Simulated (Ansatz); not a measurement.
According to the program Ansatz at the r²SCAN level (PAW), Cl in the molecular I2 type structure (Cmce) relaxes to a = 6.532 Å, b = 4.140 Å, c = 8.267 Å.

The Kohn–Sham gap is 2.65 eV (direct). The valence maximum lies at Γ and the conduction minimum at Γ.

The r²SCAN relaxation kept the symmetry of its start. The substance is a gas or liquid at ambient conditions; this is its low-temperature solid. A crystal of weakly bound units computed without a dispersion correction: the cell and the soft elastic constants depend strongly on that.

Potentials: the earlier of the program's two PAW sets.
